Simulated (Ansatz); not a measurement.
Question: Each is relaxed and computed with r²SCAN (plane waves, PAW; program Ansatz). Which is the only one with a gap?
(A) SrAg4Sb2, R-3m (Sr on 3a, Ag on 6c, Ag on 6c, Sb on 6c)
(B) SrCd2Sb2, P-3m1 (Sr on 1a, Cd on 2d, Sb on 2d)
(C) Fe2Si, P-3m1 (Fe on 2d, Fe on 1b, Fe on 1a, Si on 2d)
(D) SrCo2P2, I4/mmm (Sr on 2a, Co on 4d, P on 4e)

Answer: B, SrCd2Sb2, P-3m1 (Sr on 1a, Cd on 2d, Sb on 2d). SrCd2Sb2: gap 0.35 eV (indirect); SrAg4Sb2: metal; Fe2Si: metal; SrCo2P2: metal. Spin orders computed, not proven ground states: Fe2Si, P-3m1 (Fe on 2d, Fe on 1b, Fe on 1a, Si on 2d) ferrimagnetic; SrCo2P2, I4/mmm (Sr on 2a, Co on 4d, P on 4e) ferromagnetic. Standing as an ambient phase not checked: SrCd2Sb2, P-3m1 (Sr on 1a, Cd on 2d, Sb on 2d); SrAg4Sb2, R-3m (Sr on 3a, Ag on 6c, Ag on 6c, Sb on 6c); Fe2Si, P-3m1 (Fe on 2d, Fe on 1b, Fe on 1a, Si on 2d); SrCo2P2, I4/mmm (Sr on 2a, Co on 4d, P on 4e). All cells were relaxed under the symmetry of their starts (and spin orders); stability against distortions was not tested throughout. Rows with no word on spin ran without spin polarisation. Spin–orbit coupling is left out wherever it is not named.

Potentials: the later of the program's two PAW sets.
